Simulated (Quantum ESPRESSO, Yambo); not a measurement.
**RhAgO$_{2}$ at -3 % isotropic strain: DFT and GW levels**

```
RhAgO2
1.0
    1.48120     0.85517     6.00536
   -1.48120     0.85517     6.00536
    0.00000    -1.71035     6.00536
O Rh Ag
2 1 1
Direct
  0.88884   0.88884   0.88884
  0.11116   0.11116   0.11116
  0.50000   0.50000   0.50000
  0.00000   0.00000   0.00000
```

The PBEsol cell relaxed from Materials Project entry mp-1018033 was given an isotropic strain of -3 % on all lattice vectors, and the atoms were relaxed again.

Starting point: PBEsol (pw.x of Quantum ESPRESSO, ONCV potentials, scalar-relativistic). G0W0 in Yambo: 4×4×4 Γ-centred k mesh, bands 9 to 112 and a 8 Ry block in the screening, 112 bands in G with the Bruneval-Gonze terminator, plasmon pole fitted at 27.2 eV.

| Property | Result |
|---|---|
| PBEsol gap along the band path | 0.58 eV |
| PBEsol gap between the mesh's edge points ((0.25, -0.5, -0.5) → (0.25, -0.5, -0.5)) | 1.09 eV |
| G0W0 gap between the same points | 1.70 eV |
| estimate of the fundamental G0W0 gap (path gap plus the correction; the mesh misses a band edge) | 1.18 eV |

| k point | band | E PBEsol (eV) | E QP (eV) | shift (eV) | Z |
|---|---|---|---|---|---|
| Γ | VB | -1.03 | -1.04 | -0.01 | 0.78 |
| Γ | CB | 2.09 | 2.54 | 0.45 | 0.79 |
| F | VB | -0.06 | -0.08 | -0.02 | 0.78 |
| F | CB | 2.50 | 2.73 | 0.23 | 0.82 |
| (0.25, -0.5, -0.5) | VB | 0.00 | 0.03 | 0.03 | 0.78 |
| (0.25, -0.5, -0.5) | CB | 1.09 | 1.72 | 0.63 | 0.79 |

Energies count from the PBEsol valence-band maximum.

Convergence of the G0W0 settings was not tested.

Spin-orbit splittings are left out.

The structure is a Materials Project entry; no match was found in the copy of COD used, and its stability was not checked.
